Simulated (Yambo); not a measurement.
Material: CsCdF3 (cubic perovskite, space group Pm-3m, No. 221); a = 4.487 Å, b = 4.487 Å, c = 4.487 Å, α = 90.00°, β = 90.00°, γ = 90.00° (5 atoms in the cell). The geometry is that of Materials Project entry mp-8399, symmetrised and not relaxed again.

With LDA (Quantum ESPRESSO, PseudoDojo norm-conserving, 102 Ry, without SOC), the gap between the mesh's edge points (R → Γ) is 3.082 eV.

Task: What does a G0W0 run in Yambo give for it (4×4×4 Γ-centred k mesh, bands 5 to 139 and a 7 Ry block in the screening, 139 bands in G with the Bruneval-Gonze terminator, plasmon pole fitted at 27.2 eV)?

Result: The correction is 3.270 eV, giving 6.352 eV, 2.1 times the LDA value.  Convergence of the G0W0 settings was not tested. Spin-orbit splittings are left out. The cell is held in this high symmetry; tilts and polar distortions were not searched.

The structure is a Materials Project entry; no match was found in the copy of COD used, and its stability was not checked.
